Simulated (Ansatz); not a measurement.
Kick test of a cell of CdHg2Se3

It was reached by relaxing an invented guess, and it needn't be the stable form of this composition.

These are results of DFT PBE, scalar-relativistic, plane waves, PAW in Ansatz 0.2.0, not measurements. Cutoff 420 eV; k points 8×8×4 on the computed 6-atom cell (Γ-centred); Gaussian smearing, width 0.02 eV; no spin polarisation.

The cell below (6 atoms, space group C2 (No. 5)) is relaxed within its symmetry.

```
Cd Hg Se
1.0
     3.67626   -2.36645    0.00534
     3.67626    2.36645    0.00534
    -1.00062    0.00000   10.01376
Cd Hg Se
1 2 3
Direct
  0.36268 0.63732 0.50000
  0.71797 0.00385 0.82937
  0.99615 0.28203 0.17063
  0.46555 0.05337 0.34592
  0.94663 0.53445 0.65408
  0.51102 0.48898 0.00000
```

For the test a repeat of it with 12 atoms (edges 4.37, 7.99, 10.06 Å) was strained at random (σ = 1.5 % a component), the atoms were moved at random (σ = 0.15 Å), and all was relaxed again on a coarse 4×2×2 mesh (in the run’s order of axes) with 0.10 eV smearing, with no symmetry imposed.

Spin–orbit coupling, which can matter for Hg, is left out.

Task: Is the structure stable against such a distortion?

Result: It returns, within 1 meV/atom of the unmoved cell on that mesh and with the same symmetry when read at 0.1 Å (P1 at 0.01 Å, so small strains and shifts remain). So it is stable against the distortions that fit this cell and that this random move excites. Modes that don't fit the cell aren't tested. Another cell of CdHg2Se3 relaxed alike, in I-4m2, lies 43 meV/atom lower, so this cell isn't the stable form at this level.
